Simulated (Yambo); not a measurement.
CsPbCl3 (cubic perovskite, space group Pm-3m, No. 221), G0W0@PBE in Yambo with this input:

```
rim_cut
gw0
dyson
el_el_corr
HF_and_locXC
ppa
em1d
RandQpts= 1000000
RandGvec= 1 Ry
EXXRLvcs= 88 Ry
VXCRLvcs= 352 Ry
Chimod= "HARTREE"
% BndsRnXp
 5 | 586 |
%
NGsBlkXp= 12 Ry
% LongDrXp
 1.0 | 1.0 | 1.0 |
%
PPAPntXp= 27.2114 eV
% GbndRnge
 1 | 586 |
%
GTermKind= "BG"
DysSolver= "n"
ExtendOut
```

On a 2×2×2 mesh, with wavefunctions cut at 88 Ry, the gap (R → R) is 3.463 eV and the valence edge shifts by -1.081 eV.

**Question.** What happens with this change: 7 Ry block?

**Answer.** The gap falls by 0.118 eV, to 3.345 eV; the shift of the valence edge becomes -0.933 eV. Neither run is shown to be the converged limit.

Spin-orbit coupling is not included.

Geometry relaxed with PBEsol; primitive cell a = b = c = 5.6222 Å, α = β = γ = 90.00°.

A shift is the quasiparticle energy of the state minus its PBE energy.

The potentials are those of PseudoDojo's stringent table.
